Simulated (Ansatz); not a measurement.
Mn$_{3}$SnN (Pm-3m): electronic heat capacity from the density of states

Method: DFT r2SCAN, scalar-relativistic, plane waves, PAW (Ansatz).

Cutoff 500 eV; k points 10×10×10 on the computed 5-atom cell (Γ-centred); Gaussian smearing, width 0.10 eV; collinear spin from starting moments 3.49 3.49 3.49 -0.13 0 μB.

Relaxed cell: Pm-3m, a = 4.102 Å, b = 4.102 Å, c = 4.102 Å, α = 90.00°, β = 90.00°, γ = 90.00°, 5 atoms in the primitive cell. Whether it is the stable form of this composition wasn't checked.

The density of states at the Fermi level is 3.026 states/eV in the cell of 5 atoms (1 formula unit; both spins, tetrahedra on a 15×15×15 mesh). The run ends with a moment of 10.48 μB a cell (largest on a site 3.17 μB), and the figure is for this state; a paramagnetic sample can have a quite different one. Another magnetic order, if the compound takes it, can change N(E_F) and the shape of the cell a good deal, and may open a gap, where γ is close to zero.

What Sommerfeld coefficient does this give?

Per formula unit N(E_F) = 3.026 states/eV. γ = (π²/3) k_B² N(E_F) N_A = 2.357 mJ/(mol K²) per state/eV, so γ = 7.1 mJ/(mol K²), a mole of formula units. This is the bare band result: a measured γ of the same phase and magnetic order is as a rule larger by a factor 1 + λ from phonons and spin fluctuations. N(E_F) at one energy is sensitive to the mesh where the density of states has sharp peaks.

The state reached may not be the lowest one. The run saw a state lower than the one given here. Moments started parallel, and an antiferromagnetic order may lie lower.

Only this magnetic start was tried.

Cost: 1 run of about 2.1 core-minutes, on AMD EPYC 7R43 (Zen 3) (shared hosts).